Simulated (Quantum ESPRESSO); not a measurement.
**An isovalent swap in NaCl**

Host, cell and atoms relaxed with PBE and no dispersion term (shieldings by PBE GIPAW on JTH datasets (Quantum ESPRESSO, modified build), 30 Ha, k-mesh 3×3×3 shifted, f-sum rule met within 0.004 %):

```json
[
 {"site": "Na (atoms 1, 3, 5, 7)", "site symmetry": "m-3m", "σ_iso (ppm)": "544"},
 {"site": "Cl (atoms 2, 4, 6, 8)", "site symmetry": "m-3m", "σ_iso (ppm)": "977"}
]
```

Its cell: a = b = c = 5.680 Å, α = β = γ = 90.00°.

Changed cell (atom 2 is the new one; 30 Ha, k-mesh 3×3×3 shifted):

```
CELL_PARAMETERS angstrom
      5.52094     0.00000     0.00000
      0.00000     5.52094     0.00000
      0.00000     0.00000     5.52094
ATOMIC_POSITIONS crystal
  Na 0.00000 0.00000 0.00000
  F  0.50000 0.00000 0.00000
  Na 0.00000 0.50000 0.50000
  Cl 0.50000 0.50000 0.50000
  Na 0.50000 0.00000 0.50000
  Cl 0.00000 0.00000 0.50000
  Na 0.50000 0.50000 0.00000
  Cl 0.00000 0.50000 0.00000
```
The cell was made here from a computed Materials Project entry: one of 4 Cl replaced by F, cell and atoms relaxed (PBE without dispersion, pw.x of Quantum ESPRESSO, symmetry kept). The parent is NaCl in Fm-3m. The swapped cell is a model, not a known phase. Stability against distortions was not tested.

σ is an absolute shielding without the bulk-susceptibility term: within one crystal shift differences are minus those of σ, between compounds the missing term differs by several ppm. By our sweeps, such settings leave a few ppm in absolute σ. The datasets of Na, Cl hold no d projectors, which limits absolute σ on these atoms.

Question: What do the sites of the changed cell show?

Answer: 
```tsv
site	distance to atom 2 (Å)	σ_iso (ppm)	change from the host	span Ω (ppm)
Na1 (atoms 1, 5, 7)	2.76	547	+3	22
F (atom 2)	–	379	–	0
Na2 (atom 3)	4.78	534	-10	0
Cl (atoms 4, 6, 8)	3.90	985	+8	23
```
Ω = σ33 − σ11 is nil on cubic sites and else less certain than σ_iso.
The swap repeats in every cell, so this is an ordered compound and not a dilute impurity.
